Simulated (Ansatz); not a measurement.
## Relaxing an invented Ti₂B₃ structure

The calculation used DFT PBE, scalar-relativistic, plane waves, PAW (Ansatz). Cutoff 420 eV, Gaussian smearing, Γ-centred meshes. Cell and atoms relax first on a coarse mesh and then on a finer one. In between, the cell is made exact in the group found at 0.06 Å. In metals the finer mesh still leaves noise of several meV/atom or more. The steps can't lower the symmetry of their start. No spin polarisation in the relaxation; trial moments died out in a coarse test.

The cell of Ti₂B₃ is invented: random cell by space group and Wyckoff sites (P4/mmm, No. 123). Its size is a rough estimate.

Space group P4/mmm (No. 123). a = 3.315 Å, b = 3.315 Å, c = 4.542 Å, α = 90.00°, β = 90.00°, γ = 90.00°
```csv
atom,site,symmetry,x,y,z
Ti,2e,mmm.,0.0000,0.5000,0.5000
B,1c,4/mmm,0.5000,0.5000,0.0000
B,2h,4mm,0.5000,0.5000,0.3273
```

The zero of energy is the elements' standard structures at the same level; no fitted shifts are applied.

Q: Which structure results?

A: The symmetry stays P4/mmm (No. 123). The volume per atom grows by 65.4 %, from 10.0 to 16.5 Å³. The shortest distance goes from 1.49 Å (B–B) to 1.54 Å (B–B). The ratio c/a of the conventional cell changes by a factor of 0.80. The energy falls by about 2.1 eV/atom (the start's value is from the coarse mesh). Conventional cell: a = 4.216 Å, c = 4.643 Å. Ti has 4 B at 2.25 Å; B on a site of symmetry 4/mmm is surrounded by 2 B at 1.54 Å; B on a site of symmetry 4mm is surrounded by 2 B at 1.54–1.56 Å and 4 Ti at 2.25 Å.

```cif
data_structure
_symmetry_space_group_name_H-M 'P4/mmm'
_symmetry_Int_Tables_number 123
_cell_length_a 4.2162
_cell_length_b 4.2162
_cell_length_c 4.6430
_cell_angle_alpha 90.000
_cell_angle_beta 90.000
_cell_angle_gamma 90.000
_cell_volume 82.53
loop_
_atom_site_label
_atom_site_type_symbol
_atom_site_symmetry_multiplicity
_atom_site_Wyckoff_symbol
_atom_site_fract_x
_atom_site_fract_y
_atom_site_fract_z
_atom_site_occupancy
Ti1 Ti 2 e 0.00000 0.50000 0.50000 1
B1 B 1 c 0.50000 0.50000 0.00000 1
B2 B 2 h 0.50000 0.50000 0.33182 1
```

Q: How does it come out in energy, and is it a metal?

A:

- Energy over the elements: +0.40 eV/atom
- Gap on the 10×10×8 mesh of the 5-atom cell: 0 eV (a metal)

It can't be a ground state, since the elements alone are lower.

The last run used Gaussian smearing of 0.10 eV. Symmetry constrained the relaxation, so the result can be a saddle point. Another cell of Ti2B3 relaxed alike, in P-4m2, lies 0.91 eV/atom lower, so this cell isn't the stable form at this level.
